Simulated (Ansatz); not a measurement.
SiO₂ in space group P4_12_12 (No. 92; Si on 4a, O on 8b), DFT-r²SCAN in the program Ansatz with PAW potentials. The conduction-band minimum lies at Γ, with 1 equivalent valley. Second derivatives d²E/dk² of the lowest band at one valley (eV·Å²), along Cartesian directions:

```
direction  d²E/dk²
---------  -------
[100]        14.23
[010]        14.23
[001]        14.48
[110]        14.24
[101]        14.35
[011]        14.35
```

Find the principal effective masses, the density-of-states mass and the conductivity mass.

Off-diagonal terms follow from H_xy = H[110] − (H_xx + H_yy)/2, and m*/mₑ = 7.620 eV·Å² over each eigenvalue: 0.53, 0.54, 0.54. One valley's DOS mass (m₁m₂m₃)^(1/3) = 0.53, conductivity mass 3/(Σ 1/mᵢ) = 0.53 mₑ.

What effective density of states Nc follows at 300 K for parabolic valleys?

Nc = 2.509e19 × 1 × (0.53)^(3/2) ≈ 9.7e18 cm⁻³.

With the computed static dielectric constant 3.93 (mean of the diagonal), estimate a hydrogenic donor's binding energy and radius.

E = 13.606 eV × 0.53/3.93² ≈ 470 meV; a = 0.529 Å × ε/m* ≈ 3.9 Å. Semilocal masses tend to be too small where the gap is.

Symmetry was held in the r²SCAN relaxation; phonons on a q-mesh show no instability.

Potentials: the earlier of the program's two PAW sets.
